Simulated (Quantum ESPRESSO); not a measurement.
Al2Pt2Ru3Mg, finding a planted mistake in a log

Simulated, not a measurement. The program is pw.x of Quantum ESPRESSO 7.5 (plane-wave density functional theory). The cell is made up: eight metal atoms on a face-centred cubic lattice, with elements, volume, strain and displacements drawn at random and not relaxed, so it may be unstable or far from any real phase. PseudoDojo standard norm-conserving files set the functional (PBE unless stated); there is no spin polarisation or spin-orbit coupling, the Fermi-Dirac width of 0.25 eV means electrons at about 2900 K, and the masses in the input are unused placeholders. Heavy elements are run without spin-orbit coupling, which real alloys of them have. A spin test at this wide smearing found no moment, but such smearing suppresses magnetism that the real alloy may have.

Intended input:

```
&control calculation='scf', pseudo_dir='./dojo.nc.sr.pbe.v0_5.standard.upf', outdir='./o', disk_io='minimal', tprnfor=.true., tstress=.true. /
&system ibrav=0, nat=8, ntyp=4, nbnd=64, ecutwfc=84.00895049, nosym=.true., tot_charge=0,
 occupations='smearing', smearing='fd', degauss=0.0183746611
/
&electrons conv_thr=1.470e-08, electron_maxstep=70, mixing_beta=0.5 /
ATOMIC_SPECIES
Al 1.0 Al.upf
Mg 1.0 Mg.upf
Pt 1.0 Pt.upf
Ru 1.0 Ru.upf
CELL_PARAMETERS angstrom
2.0146 4.0912 2.0459
2.0166 -4.0963 2.0541
4.1265 0.0031 -4.1953
ATOMIC_POSITIONS angstrom
Al -0.0303 0.021 -0.0234
Pt 2.1077 -0.0332 -2.1186
Ru 1.9687 -2.0044 -0.0338
Al 4.1491 -1.9834 -2.132
Ru 2.0262 2.0339 -0.0502
Ru 4.1045 2.032 -2.1516
Mg 1.9552 -0.023 2.0132
Pt 4.0876 0.0639 0.0133
K_POINTS automatic
5 5 4 1 1 1
```

The log is shortened where brackets say so; the opening notice, blank lines, dates and the lines on written files are dropped, and the path of the files is cut. It prints rydbergs, bohrs and kilobars, and counts compression as positive stress. Its total energy is the free energy E - TS of the whole cell.

Log of the intended run:

```
     Program PWSCF v.7.5
     Parallel version (MPI & OpenMP), running on       4 processor cores
     Number of MPI processes:                 4
     Threads/MPI process:                     1
     [start-up lines left out]
     bravais-lattice index     =            0
     lattice parameter (alat)  =       9.4453  a.u.
     unit-cell volume          =     934.6069 (a.u.)^3
     number of atoms/cell      =            8
     number of atomic types    =            4
     number of electrons       =       100.00
     number of Kohn-Sham states=           64
     kinetic-energy cutoff     =      84.0090  Ry
     charge density cutoff     =     336.0358  Ry
     scf convergence threshold =      1.5E-08
     mixing beta               =       0.5000
     number of iterations used =            8  plain     mixing
     Exchange-correlation= PBE
                           (   1   4   3   4   0   0   0)
     [axes and pseudopotential details left out]
   Cartesian axes
     site n.     atom                  positions (alat units)
         1        Al     tau(   1) = (  -0.0060622   0.0042015  -0.0046817  )
         2        Pt     tau(   2) = (   0.4216898  -0.0066424  -0.4238706  )
         3        Ru     tau(   3) = (   0.3938800  -0.4010225  -0.0067624  )
         4        Al     tau(   4) = (   0.8301150  -0.3968210  -0.4265516  )
         5        Ru     tau(   5) = (   0.4053840   0.4069246  -0.0100436  )
         6        Ru     tau(   6) = (   0.8211918   0.4065445  -0.4304730  )
         7        Mg     tau(   7) = (   0.3911790  -0.0046016   0.4027831  )
         8        Pt     tau(   8) = (   0.8178106   0.0127845   0.0026609  )
     number of k points=    50  Fermi-Dirac smearing, width (Ry)=  0.0184
                       cart. coord. in units 2pi/alat
        k(    1) = (   0.1996823   0.0000963   0.0474844), wk =   0.0400000
        k(    2) = (   0.3511178  -0.0000158  -0.1014102), wk =   0.0400000
     [further k points left out]
     Dense  grid:    97303 G-vectors     FFT dimensions: (  60,  60,  72)
     Estimated max dynamical RAM per process >     325.87 MB
     Estimated total dynamical RAM >       1.20 GB
     Initial potential from superposition of free atoms
     starting charge      99.9917, renormalised to     100.0000
     Starting wfcs are   63 randomized atomic wfcs +    1 random wfcs
     total cpu time spent up to now is        5.6 secs
     per-process dynamical memory:   248.2 Mb
     Self-consistent Calculation
     iteration #  1     ecut=    84.01 Ry     beta= 0.50
     Davidson diagonalization with overlap
     ethr =  1.00E-02,  avg # of iterations =  3.0
     total cpu time spent up to now is       18.6 secs
     total energy              =   -1256.47799196 Ry
     estimated scf accuracy    <       1.16675421 Ry
     iteration #  2     ecut=    84.01 Ry     beta= 0.50
     Davidson diagonalization with overlap
     ethr =  1.17E-03,  avg # of iterations =  2.5
     total cpu time spent up to now is       31.3 secs
     total energy              =   -1256.23550487 Ry
     estimated scf accuracy    <       5.48133183 Ry
     [iterations 3 to 12 left out]
     iteration # 13     ecut=    84.01 Ry     beta= 0.50
     Davidson diagonalization with overlap
     ethr =  1.26E-09,  avg # of iterations =  2.0
     total cpu time spent up to now is      147.3 secs
     total energy              =   -1256.98862371 Ry
     estimated scf accuracy    <       0.00000010 Ry
     iteration # 14     ecut=    84.01 Ry     beta= 0.50
     Davidson diagonalization with overlap
     ethr =  9.84E-11,  avg # of iterations =  2.1
     total cpu time spent up to now is      158.0 secs
     End of self-consistent calculation
     [lines on levels left out]
!    total energy              =   -1256.98862372 Ry
     estimated scf accuracy    <          9.3E-09 Ry
     smearing contrib. (-TS)   =      -0.13881442 Ry
     internal energy E=F+TS    =   -1256.84980931 Ry
     The total energy is F=E-TS. E is the sum of the following terms:
     one-electron contribution =    -553.96061903 Ry
     hartree contribution      =     315.62893208 Ry
     xc contribution           =    -217.00776136 Ry
     ewald contribution        =    -801.51036101 Ry
     convergence has been achieved in  14 iterations
     Forces acting on atoms (cartesian axes, Ry/au):
     atom    1 type  1   force =     0.01662624   -0.00334973   -0.01855563
     atom    2 type  3   force =     0.00605347    0.00386942   -0.00430455
     atom    3 type  4   force =    -0.01234206   -0.00374661    0.02092817
     atom    4 type  1   force =    -0.03696503   -0.01285343    0.02307590
     atom    5 type  4   force =     0.00988547    0.00345922   -0.01042827
     atom    6 type  4   force =    -0.00771314    0.00725589    0.00132947
     atom    7 type  2   force =     0.02361498    0.01275700    0.00006497
     atom    8 type  3   force =     0.00084009   -0.00739177   -0.01211005
     Total force =     0.068010     Total SCF correction =     0.000482
     Computing stress (Cartesian axis) and pressure
          total   stress  (Ry/bohr**3)                   (kbar)     P=     -194.49
  -0.00136558   0.00000197   0.00017009         -200.88        0.29       25.02
   0.00000197  -0.00119304  -0.00002646            0.29     -175.50       -3.89
   0.00017009  -0.00002646  -0.00140774           25.02       -3.89     -207.09
     init_run     :      5.10s CPU      5.45s WALL (       1 calls)
     electrons    :    151.31s CPU    152.42s WALL (       1 calls)
     forces       :      1.86s CPU      1.91s WALL (       1 calls)
     stress       :      6.61s CPU      6.61s WALL (       1 calls)
     [timing details left out]
     PWSCF        :   2m45.04s CPU   2m46.57s WALL
     JOB DONE.
```

A second run was made from an input with one planted mistake. Its log:

```
     Program PWSCF v.7.5
     Parallel version (MPI & OpenMP), running on       4 processor cores
     Number of MPI processes:                 4
     Threads/MPI process:                     1
     [start-up lines left out]
     bravais-lattice index     =            0
     lattice parameter (alat)  =       9.3243  a.u.
     unit-cell volume          =     899.1752 (a.u.)^3
     number of atoms/cell      =            8
     number of atomic types    =            4
     number of electrons       =       100.00
     number of Kohn-Sham states=           64
     kinetic-energy cutoff     =      84.0090  Ry
     charge density cutoff     =     336.0358  Ry
     scf convergence threshold =      1.5E-08
     mixing beta               =       0.5000
     number of iterations used =            8  plain     mixing
     Exchange-correlation= PBE
                           (   1   4   3   4   0   0   0)
     [axes and pseudopotential details left out]
   Cartesian axes
     site n.     atom                  positions (alat units)
         1        Al     tau(   1) = (  -0.0060597   0.0041952  -0.0046816  )
         2        Pt     tau(   2) = (   0.4216887  -0.0066475  -0.4238775  )
         3        Ru     tau(   3) = (   0.3938828  -0.4010167  -0.0067691  )
         4        Al     tau(   4) = (   0.8301229  -0.3968215  -0.4265527  )
         5        Ru     tau(   5) = (   0.4053943   0.4069345  -0.0100523  )
         6        Ru     tau(   6) = (   0.8212056   0.4065495  -0.4304844  )
         7        Mg     tau(   7) = (   0.3911873  -0.0046005   0.4027799  )
         8        Pt     tau(   8) = (   0.8178210   0.0127883   0.0026549  )
     number of k points=    50  Fermi-Dirac smearing, width (Ry)=  0.0184
                       cart. coord. in units 2pi/alat
        k(    1) = (   0.1996804   0.0000970   0.0474846), wk =   0.0400000
        k(    2) = (   0.3511142  -0.0000147  -0.1014088), wk =   0.0400000
     [further k points left out]
     Dense  grid:    93521 G-vectors     FFT dimensions: (  60,  60,  72)
     Estimated max dynamical RAM per process >     314.71 MB
     Estimated total dynamical RAM >       1.16 GB
     Initial potential from superposition of free atoms
     starting charge      99.9917, renormalised to     100.0000
     Starting wfcs are   63 randomized atomic wfcs +    1 random wfcs
     total cpu time spent up to now is        6.2 secs
     per-process dynamical memory:   248.5 Mb
     Self-consistent Calculation
     iteration #  1     ecut=    84.01 Ry     beta= 0.50
     Davidson diagonalization with overlap
     ethr =  1.00E-02,  avg # of iterations =  3.0
     total cpu time spent up to now is       21.2 secs
     total energy              =   -1256.48640358 Ry
     estimated scf accuracy    <       1.23108061 Ry
     iteration #  2     ecut=    84.01 Ry     beta= 0.50
     Davidson diagonalization with overlap
     ethr =  1.23E-03,  avg # of iterations =  2.5
     total cpu time spent up to now is       37.2 secs
     total energy              =   -1256.27652021 Ry
     estimated scf accuracy    <       5.44420487 Ry
     [iterations 3 to 12 left out]
     iteration # 13     ecut=    84.01 Ry     beta= 0.50
     Davidson diagonalization with overlap
     ethr =  1.16E-09,  avg # of iterations =  2.0
     total cpu time spent up to now is      166.4 secs
     total energy              =   -1257.03140567 Ry
     estimated scf accuracy    <       0.00000006 Ry
     iteration # 14     ecut=    84.01 Ry     beta= 0.50
     Davidson diagonalization with overlap
     ethr =  6.08E-11,  avg # of iterations =  2.7
     total cpu time spent up to now is      178.4 secs
     End of self-consistent calculation
     [lines on levels left out]
!    total energy              =   -1257.03140568 Ry
     estimated scf accuracy    <          5.6E-09 Ry
     smearing contrib. (-TS)   =      -0.13258855 Ry
     internal energy E=F+TS    =   -1256.89881713 Ry
     The total energy is F=E-TS. E is the sum of the following terms:
     one-electron contribution =    -537.89208505 Ry
     hartree contribution      =     310.11061506 Ry
     xc contribution           =    -217.21576107 Ry
     ewald contribution        =    -811.90158607 Ry
     convergence has been achieved in  14 iterations
     Forces acting on atoms (cartesian axes, Ry/au):
     atom    1 type  1   force =     0.01662640   -0.00337344   -0.01996676
     atom    2 type  3   force =     0.00637168    0.00567424   -0.00513279
     atom    3 type  4   force =    -0.01319146   -0.00471012    0.02555509
     atom    4 type  1   force =    -0.03813515   -0.01428142    0.02336444
     atom    5 type  4   force =     0.00801302    0.00432818   -0.01045376
     atom    6 type  4   force =    -0.00620315    0.00826471    0.00046114
     atom    7 type  2   force =     0.02469197    0.01374272    0.00133663
     atom    8 type  3   force =     0.00182669   -0.00964488   -0.01516399
     Total force =     0.072560     Total SCF correction =     0.000412
     Computing stress (Cartesian axis) and pressure
          total   stress  (Ry/bohr**3)                   (kbar)     P=     -159.84
  -0.00113666   0.00000405   0.00019471         -167.21        0.60       28.64
   0.00000405  -0.00094657  -0.00002512            0.60     -139.25       -3.69
   0.00019471  -0.00002512  -0.00117656           28.64       -3.69     -173.08
     init_run     :      5.32s CPU      5.62s WALL (       1 calls)
     electrons    :    166.18s CPU    172.26s WALL (       1 calls)
     forces       :      1.95s CPU      1.98s WALL (       1 calls)
     stress       :      6.53s CPU      6.53s WALL (       1 calls)
     [timing details left out]
     PWSCF        :   3m 0.53s CPU   3m 7.02s WALL
     JOB DONE.
```

Question: the log repeats what the program read. Compare it with the intended run: what was wrong in the second input?

Answer: the cell and the positions are scaled by a wrong factor. The input lines that differ:

```
- 2.0146 4.0912 2.0459
- 2.0166 -4.0963 2.0541
- 4.1265 0.0031 -4.1953
+ 1.9888 4.0388 2.0197
+ 1.9908 -4.0439 2.0278
+ 4.0737 0.0031 -4.1416
- Al -0.0303 0.021 -0.0234
- Pt 2.1077 -0.0332 -2.1186
- Ru 1.9687 -2.0044 -0.0338
- Al 4.1491 -1.9834 -2.132
- Ru 2.0262 2.0339 -0.0502
- Ru 4.1045 2.032 -2.1516
- Mg 1.9552 -0.023 2.0132
- Pt 4.0876 0.0639 0.0133
+ Al -0.0299 0.0207 -0.0231
+ Pt 2.0807 -0.0328 -2.0915
+ Ru 1.9435 -1.9787 -0.0334
+ Al 4.096 -1.958 -2.1047
+ Ru 2.0003 2.0079 -0.0496
+ Ru 4.052 2.006 -2.1241
+ Mg 1.9302 -0.0227 1.9874
+ Pt 4.0353 0.0631 0.0131
```

|  | intended run | run with the mistake |
| --- | --- | --- |
| free energy (eV) | -17102.201 | -17102.784 |
| entropy term -TS, part of it (eV) | -1.889 | -1.804 |
| pressure (GPa) | -19.45 | -15.98 |
| size of the largest force component (eV/Å) | 0.950 | 0.980 |
| largest change of a force component (eV/Å) |  | 0.119 |
| iterations | 14 | 14 |

For scale, a rerun of the intended cell at a higher cutoff and on a denser mesh moved values by no more than 0.003 eV in energy, 0.02 GPa in stress and 0.005 eV/Å in force, and a second program with other atomic files agreed on that cell to 2 % rms in force and 0.5 GPa in pressure.